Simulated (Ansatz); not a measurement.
TaAgO₃:
```cif
data_Ag6O18Ta6
_chemical_formula_sum 'Ta6 Ag6 O18'
_space_group_name_H-M_alt 'R-3c :H'
_space_group_IT_number 167
_space_group_name_Hall '-R 3 2"c'
_cell_length_a 5.52162
_cell_length_b 5.52162
_cell_length_c 13.76308
_cell_angle_alpha 90.000
_cell_angle_beta 90.000
_cell_angle_gamma 120.000
loop_
_atom_site_label
_atom_site_type_symbol
_atom_site_symmetry_multiplicity
_atom_site_Wyckoff_symbol
_atom_site_fract_x
_atom_site_fract_y
_atom_site_fract_z
_atom_site_occupancy
Ta1 Ta 6 b 0.00000 0.00000 0.00000 1
Ag1 Ag 6 a 0.00000 0.00000 0.25000 1
O1 O 18 e 0.55790 0.55790 0.25000 1
```
(The calculation used a cell of 10 atoms; values per cell refer to that cell.)

This is the r²SCAN-relaxed structure.

### Question
All from plane-wave PAW r²SCAN (Ansatz code), unless another level is named. Give the Debye temperature from the elastic constants.

### Answer
427 K.

### Question
Next, the highest zone-centre frequency (without LO–TO term)?

### Answer
927 cm⁻¹.

The first step of the workflow began from a Materials Project structure, measured or hypothetical; the Crystallography Open Database copy checked does not list it. COD files the formula under space group No. 161. Whether it is the stable phase at ambient conditions was not checked. The cell was relaxed with r²SCAN under the symmetry of its start; phonons show weakly imaginary modes. No spin polarisation was allowed. Spin–orbit coupling is left out wherever it is not named.

Potentials: the later of the program's two PAW sets.
